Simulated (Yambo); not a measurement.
Yambo run on NaHF$_{2}$ (space group R-3m, No. 166). The wavefunctions come from this Quantum ESPRESSO step (PBEsol, PseudoDojo standard norm-conserving files, scalar-relativistic):

```
&CONTROL
  calculation = 'nscf'
  pseudo_dir = './pseudo'
  outdir = './out'
/
&SYSTEM
  ibrav = 0
  nat = 4
  ntyp = 3
  ecutwfc = 88.0
  ecutrho = 352.0
  occupations = 'fixed'
  force_symmorphic = .true.
  nbnd = 88
/
&ELECTRONS
  conv_thr = 4e-09
  diago_full_acc = .true.
  diago_thr_init = 1e-08
/
ATOMIC_SPECIES
H 1.0080 H.upf
F 18.9984 F.upf
Na 22.9898 Na.upf
CELL_PARAMETERS angstrom
  1.736680290047   1.002672832955   4.599804335000
 -1.736680290047   1.002672832955   4.599804335000
  0.000000000000  -2.005345665910   4.599804335000
ATOMIC_POSITIONS crystal
H   0.500000000000   0.500000000000   0.500000000000
F   0.582658108200   0.582658108200   0.582658108200
F   0.417341891800   0.417341891800   0.417341891800
Na   0.000000000000   0.000000000000   0.000000000000
K_POINTS automatic
4 4 4 0 0 0
```

Yambo input:

```
rim_cut
gw0
dyson
el_el_corr
HF_and_locXC
ppa
em1d
RandQpts= 1000000
RandGvec= 1 Ry
EXXRLvcs= 88 Ry
VXCRLvcs= 352 Ry
Chimod= "HARTREE"
% BndsRnXp
 2 | 87 |
%
NGsBlkXp= 8 Ry
% LongDrXp
 1.0 | 1.0 | 1.0 |
%
PPAPntXp= 27.2114 eV
% GbndRnge
 1 | 87 |
%
GTermKind= "BG"
DysSolver= "n"
ExtendOut
% QPkrange
 1 | 1 | 12 | 13 |
 3 | 3 | 12 | 13 |
 7 | 7 | 12 | 13 |
 13 | 13 | 12 | 13 |
%
```

k points by index: 1 = Γ, 3 = L, 7 = F, 13 = Z.

The o-*.qp file then holds:

```
#    K-point    Band    Eo [eV]    E [eV]    E-Eo [eV]    Vxc [eV]    Vnlxc [eV]    Sc|Eo [eV]    Sc|E [eV]    dSc/dw|Eo [eV]    Re(Z)    Im(Z)
#
    1    12    -0.215191    -3.225692    -3.010501    -23.08019    -30.36010    3.720830    4.269404    -4.958296    0.845870    -0.881913E-3
    1    13    6.914766    8.317208    1.402442    -8.281487    -4.387286    -2.363077    -2.491758    -2.496694    0.915959    -0.486501E-3
    3    12    -0.318146    -3.642449    -3.324302    -21.89426    -30.09086    4.226258    4.872293    -5.287968    0.837289    -0.001024
    3    13    11.05432    12.84033    1.786004    -9.149148    -4.656228    -2.531584    -2.706916    -2.671414    0.910603    0.607245E-3
    7    12    -0.116046    -3.397751    -3.281705    -22.18538    -30.35617    4.249890    4.889092    -5.299955    0.836980    -0.996724E-3
    7    13    11.96276    13.74345    1.780697    -9.580196    -5.408709    -2.207846    -2.390791    -2.795742    0.906829    0.001315
    13    12    0.000000    -3.242906    -3.242906    -22.44907    -30.58866    4.265412    4.896678    -5.296786    0.837062    -0.976366E-3
    13    13    8.680040    10.12412    1.444083    -7.794798    -3.921570    -2.297440    -2.429146    -2.481697    0.916421    -0.500492E-3
```
(The two width columns are left out.) Convergence of these settings isn't established.

Geometry relaxed with PBE+D3(BJ).
